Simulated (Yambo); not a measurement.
# ZrSe₂ monolayer: sweep of GW parameters

G0W0@PBE for a free-standing ZrSe₂ monolayer (symmetry P-3m1, slab cell 16.1 Å high) in Yambo. Reference settings: 6×6×1 Γ-centred k mesh, bands 20 to 198 and a 8 Ry block in the screening, 198 bands in G with the Bruneval-Gonze terminator, plasmon pole fitted at 27.2 eV, slab-truncated Coulomb interaction, stochastic integration of W near q = 0. The PBE gap Γ → M on this mesh is 0.42 eV; G0W0 gaps are taken between the same points.

```tsv
change from the reference	G0W0 gap Γ → M (eV)	shift of the valence edge (eV)	rough Yambo cost
reference settings	1.31	-0.37	1
113 bands in W, 113 bands in G	1.30	-0.22	within a factor of two
113 bands in G	1.30	-0.33	–
5 Ry block	1.25	-0.28	within a factor of two
no terminator	1.32	-0.24	–
```

The reference isn't shown to be the converged limit. Costs are rough (shared machines), scaled to the same edge states, and given only for runs that recompute the screening.

Spin-orbit splittings are left out.

Geometry relaxed with PBEsol; primitive cell a = b = 3.7490 Å, c = 16.1000 Å, α = β = 90.00°, γ = 120.00°.

This is a model layer cut from the bulk structure; whether it is stable on its own was not checked.

A shift is the quasiparticle energy of the state minus its PBE energy.

The potentials are those of PseudoDojo's stringent table.
